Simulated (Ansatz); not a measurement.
Values for one crystal, relaxed and computed with the program Ansatz at the PBEsol level (PAW); other levels are named.

```yaml
volume_per_atom: 16.07 Å³
electronic_character: metallic (no gap)
hill_bulk_and_shear_moduli: 151 and 101 GPa
Young's modulus: 248 GPa
Poisson's ratio: 0.23
debye_temperature_from_the_elastic_constants: 546 K
mechanical_stability: stable (all eigenvalues of C positive)
```

Problem. Which of these materials gives this?
(A) Ta2N, P-31m (Ta on 6k, N on 2d, N on 1a)
(B) Mn3CuN, Amm2 (Mn on 4e, Mn on 2a, Cu on 2a, N on 2b)
(C) ZrC, rock salt
(D) Zr2AlN, P6_3/mmc (Zr on 4f, Al on 2d, N on 2a)

Solution. D, Zr2AlN, P6_3/mmc (Zr on 4f, Al on 2d, N on 2a)

The first step of the workflow began from a Materials Project structure, measured or hypothetical; the Crystallography Open Database copy checked does not list it. Whether it is the stable phase at ambient conditions was not checked. The cell was relaxed with PBEsol under the symmetry of its start; whether a distortion lowers the energy is not shown. No spin polarisation was allowed. As this level gives no gap, shear constants depend on the k-mesh and smearing (Fermi–Dirac, 0.1 eV here). On the denser mesh and wider smearing of the elastic run this cell carries a stress of 0.3 GPa. Scalar-relativistic: spin–orbit coupling is off unless named, which matters more the heavier the elements.

Potentials: the later of the program's two PAW sets.
